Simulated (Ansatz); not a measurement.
Here is an unrelaxed guess for SiCl₅.

```yaml
crystal:
  lattice:
    - [6.11567, 0.00000, 0.00000]
    - [-3.05783, 5.29633, 0.00000]
    - [0.00000, 0.00000, 5.09050]
  atoms:
    - { symbol: Si, position: [0.33333, 0.66667, 0.00000] }
    - { symbol: Cl, position: [0.85611, 0.14389, 0.50000] }
    - { symbol: Cl, position: [0.85611, 0.71221, 0.50000] }
    - { symbol: Cl, position: [0.28779, 0.14389, 0.50000] }
    - { symbol: Cl, position: [0.00000, 0.00000, 0.00000] }
    - { symbol: Cl, position: [0.33333, 0.66667, 0.50000] }
```

All numbers below come from DFT PBE, scalar-relativistic, plane waves, PAW (Ansatz 0.2.0). Plane waves to 420 eV, a k mesh through Γ of 3×3×4 on the computed 6-atom cell and Gaussian smearing (0.10 eV); no spin polarisation.

Energies over the elements count from the elements' standard structures at the same level (Cl₂ as a molecule), with no fitted energy shifts.

**Question.** Estimate its pressure, forces and energy as it stands.

**Answer.** The pressure is 1.0 GPa (the mean over three directions, positive in compression), the largest force is 1.14 eV/Å, and the energy is +0.66 eV/atom against the elements. The shortest distance is 2.55 Å.

**Question.** How much does it gain on relaxing, and where does it end?

**Answer.** Relaxing gains about 0.14 eV/atom (the start's value is from the coarse mesh, so the gain is rough) in 15 ionic steps and ends at +0.52 eV/atom on the finer mesh. The symmetry stays P-6m2 (No. 187). The volume per atom grows by 2.6 %, from 27.5 to 28.2 Å³. The shortest distance goes from 2.55 Å (Si–Cl) to 2.37 Å (Si–Cl). The ratio c/a of the conventional cell changes by a factor of 0.88. Conventional cell: a = 6.427 Å, c = 4.731 Å. Si is surrounded by 2 Cl at 2.37 Å and 3 Cl at 3.71 Å; Cl on a site of symmetry mm2 has 2 Cl at 2.63 Å and 4 Cl at 3.22–3.23 Å; around Cl on a site of symmetry -6m2 lie 6 Cl at 3.22 Å and 3 Si at 3.71 Å (long against covalent radii, as for large ions); 1 more site not described.

The last run used a 6×6×8 mesh (in the run's order of axes) for its 6-atom cell and Gaussian smearing of 0.10 eV. No dispersion correction is applied, so the spacing and binding between layers, chains or molecules are poorly described. An odd number of electrons in the primitive cell allows no gap without spin; a larger cell or a magnetic state could open one. The cell is a metal run without spin; a magnetic state may lie lower. The relaxation can't lower the symmetry of the start. A structure relaxed within its symmetry needn't be a true minimum. Another cell of SiCl5 relaxed alike, in P-62m, lies 0.88 eV/atom lower, so this cell isn't the stable form at this level.
